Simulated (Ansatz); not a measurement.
Te:
```
CELL_PARAMETERS angstrom
      4.62484     0.00000     0.00000
     -2.31242     4.00523     0.00000
      0.00000     0.00000     5.90360
ATOMIC_POSITIONS crystal
  Te 0.25334 0.00000 0.33333
  Te 0.00000 0.25334 0.66667
  Te 0.74666 0.74666 0.00000
```

Relaxed with r²SCAN. Special points in fractions of this cell's reciprocal vectors: Γ (0.000, 0.000, 0.000); M (0.500, 0.000, 0.000); K (0.333, 0.333, 0.000); A (0.000, 0.000, 0.500); L (0.500, 0.000, 0.500); H (0.333, 0.333, 0.500).

**Question.** List the band energies nearest the valence-band maximum at these points for plane-wave PAW r²SCAN (Ansatz code).

**Answer.** In eV from the valence-band maximum; about four levels below and three above (degenerate sets whole), none deeper than 8.9 eV; points with the same levels are listed once.

```json
[
 {"k": "Γ", "below": "-2.99 -2.99 -1.67 -1.67 -0.65", "above": "1.26 1.26 1.77"},
 {"k": "M", "below": "-3.40 -3.12 -1.25 -0.91", "above": "1.30 1.46 3.77"},
 {"k": "K", "below": "-2.82 -2.82 -2.70 -2.25", "above": "2.92 2.92 3.32"},
 {"k": "A", "below": "-2.77 -2.77 -1.36 -1.21 -1.21", "above": "0.79 0.90 0.90"},
 {"k": "L", "below": "-3.67 -2.16 -1.80 -0.11", "above": "1.18 2.16 2.64"},
 {"k": "H", "below": "-4.76 -4.76 -1.05 -0.05 -0.05", "above": "0.54 1.87 1.87"}
]
```

Space group P3_121 (trigonal Se type). Symmetry was held in the r²SCAN relaxation. A crystal of weakly bound chains computed without a dispersion correction: the cell and the soft elastic constants depend strongly on that. Spin–orbit coupling is left out wherever it is not named.

Potentials: the earlier of the program's two PAW sets.
